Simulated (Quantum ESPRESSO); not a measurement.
Al3PtTi2SnZr, one composition in several site orders

Simulated, not a measurement. The program is pw.x of Quantum ESPRESSO 7.5 (plane-wave density functional theory). The cell is made up: eight metal atoms on a hexagonal close-packed lattice, with elements, volume, strain and displacements drawn at random and not relaxed, so it may be unstable or far from any real phase. PseudoDojo standard norm-conserving files set the functional (PBE unless stated); there is no spin polarisation or spin-orbit coupling, the Fermi-Dirac width of 0.25 eV means electrons at about 2900 K, and the masses in the input are unused placeholders. The tin pseudopotential is less sure than most, with forces differing by about three percent from a second method on plain tin. Heavy elements are run without spin-orbit coupling, which real alloys of them have. A spin test at this wide smearing found no moment, but such smearing suppresses magnetism that the real alloy may have.

The runs put one composition on the sites in different orders. Cell, positions, cutoff, mesh and smearing stay as in the input of run 1; sites are counted in its order. Stress in the tables is positive in tension.

Input of run 1:

```
&control calculation='scf', pseudo_dir='./dojo.nc.sr.pbe.v0_5.standard.upf', outdir='./o', disk_io='minimal', tprnfor=.true., tstress=.true. /
&system ibrav=0, nat=8, ntyp=5, nbnd=52, ecutwfc=84.00895049, nosym=.true., tot_charge=0,
 occupations='smearing', smearing='fd', degauss=0.0183746611
/
&electrons conv_thr=1.470e-08, electron_maxstep=70, mixing_beta=0.5 /
ATOMIC_SPECIES
Al 1.0 Al.upf
Pt 1.0 Pt.upf
Sn 1.0 Sn.upf
Ti 1.0 Ti.upf
Zr 1.0 Zr.upf
CELL_PARAMETERS angstrom
0.0 0.0 4.9723
6.0202 0.0 0.0
-3.0101 5.2137 0.0
ATOMIC_POSITIONS angstrom
Al 0.0062 0.0122 -0.1585
Pt -1.4273 2.4991 0.0454
Ti 2.925 -0.0764 0.017
Sn 1.5952 2.8033 -0.0408
Zr -0.0599 1.6872 2.5758
Ti -1.6057 4.4106 2.5756
Al 2.9879 1.6163 2.5155
Al 1.4722 4.2981 2.4105
K_POINTS automatic
5 5 5 1 1 1
```

| run | elements on sites 1 to 8 | free energy less that of run 1 (eV) | -TS (eV) | pressure (GPa) | stress xx (GPa) | stress yy (GPa) | stress zz (GPa) | stress yz (GPa) | stress xz (GPa) | stress xy (GPa) | iterations |
| --- | --- | --- | --- | --- | --- | --- | --- | --- | --- | --- | --- |
| 1 | Al Pt Ti Sn Zr Ti Al Al | 0.000 | -1.459 | -7.44 | 8.93 | 6.91 | 6.49 | 0.21 | 0.08 | -1.01 | 14 |
| 2 | Sn Ti Al Zr Ti Al Pt Al | 0.832 | -1.590 | -5.91 | 5.95 | 7.84 | 3.93 | 0.38 | 0.32 | -0.25 | 13 |
| 3 | Al Ti Ti Sn Al Al Zr Pt | 0.649 | -1.565 | -6.23 | 8.59 | 5.54 | 4.57 | -0.23 | 0.95 | -1.17 | 15 |
| 4 | Al Ti Pt Al Al Sn Ti Zr | -0.098 | -1.445 | -7.89 | 8.24 | 8.73 | 6.70 | -0.43 | 0.57 | 0.23 | 15 |
| 5 | Sn Al Al Pt Ti Ti Al Zr | 0.418 | -1.484 | -6.07 | 4.88 | 5.14 | 8.19 | 0.32 | 0.02 | 0.21 | 15 |
| 6 | Zr Sn Ti Al Ti Al Pt Al | 0.475 | -1.493 | -7.11 | 6.65 | 7.91 | 6.78 | 0.51 | 0.71 | -0.04 | 17 |

Forces Fx Fy Fz (eV/Å):

| site | run 1 | run 2 | run 3 | run 4 | run 5 | run 6 |
| --- | --- | --- | --- | --- | --- | --- |
| 1 | 0.00 0.04 1.24 | 0.36 0.48 1.20 | -0.01 0.13 0.46 | -0.03 0.60 0.99 | 0.30 0.13 1.78 | 0.17 -0.15 1.30 |
| 2 | -0.42 -0.21 -0.06 | -0.18 0.72 0.10 | -0.49 0.54 0.16 | -0.31 0.04 0.23 | -0.15 0.59 0.13 | -0.91 0.75 0.31 |
| 3 | -0.32 0.53 0.00 | 0.14 0.80 0.09 | 0.23 0.11 0.05 | -0.02 0.10 -0.08 | -0.22 -0.20 -0.14 | 0.26 0.51 -0.04 |
| 4 | 0.09 -0.85 0.25 | -0.52 -2.58 0.18 | -0.45 -0.77 0.28 | -0.24 -1.18 0.02 | 0.05 -0.55 -0.09 | -0.11 -1.16 0.03 |
| 5 | -0.01 0.58 -0.92 | -0.20 0.81 -0.90 | -0.27 0.17 -0.39 | 0.03 0.29 -0.30 | 0.05 0.70 -0.82 | 0.33 0.12 -0.78 |
| 6 | 0.54 -0.75 -0.51 | 0.57 -0.57 -0.57 | 0.16 -0.80 -0.50 | 0.74 -0.70 -0.69 | 0.84 -0.75 -0.84 | 0.62 0.02 -0.94 |
| 7 | 0.26 0.23 -0.17 | 0.27 -0.19 -0.13 | 0.73 0.34 -0.16 | 0.20 0.64 -0.10 | -0.09 0.44 -0.03 | -0.23 -0.22 0.02 |
| 8 | -0.13 0.44 0.17 | -0.43 0.54 0.04 | 0.11 0.29 0.09 | -0.37 0.21 -0.07 | -0.78 -0.36 0.01 | -0.13 0.15 0.10 |

The sites are displaced and not relaxed, so the energy differences mix bonding between neighbours with strain and are not ordering energies. A rerun of one cell of this series at a higher cutoff and on a denser mesh moved values by no more than 0.002 eV in energy, 0.03 GPa in stress and 0.004 eV/Å in force, and a second program with other atomic files agreed on that cell to 2 % rms in force and 0.5 GPa in pressure.